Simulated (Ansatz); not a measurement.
Values for one crystal, relaxed and computed with the program Ansatz at the PBEsol level (PAW); other levels are named.

| Quantity | Value |
|---|---|
| Volume per atom | 10.43 Å³ |
| Electronic character | metallic (no gap) |
| Poisson's ratio | 0.33 |
| Density of states at the Fermi level | 0.41 states/eV per atom (mean over ±0.08 eV) |
| Highest zone-centre frequency | 469 cm⁻¹ |
| Mechanical stability | stable (all eigenvalues of C positive) |
| Young's modulus | 378 GPa |

### Question
Which of these materials gives this?
A) W3N4, Pm-3m (N on 1b, N on 3d, W on 3c)
B) W2C, P-3m1 (C on 1a, W on 2d)
C) TaN, P6/mmm (Ta on 1a, Ta on 2d, N on 3f)
D) W2N, anti-CdI2 type

### Answer
A, W3N4, Pm-3m (N on 1b, N on 3d, W on 3c)

The workflow started from an entry of the Crystallography Open Database (COD). Whether it is the stable phase at ambient conditions was not checked. The cell was relaxed with PBEsol under the symmetry of its start. At this level the phase is dynamically unstable (imaginary phonons). The run is not spin-polarised. As this level gives no gap, phonon frequencies hold no LO–TO term and depend on the k-mesh and smearing (Fermi–Dirac, 0.1 eV here). Spin–orbit coupling is left out wherever it is not named.

Potentials: the later of the program's two PAW sets.
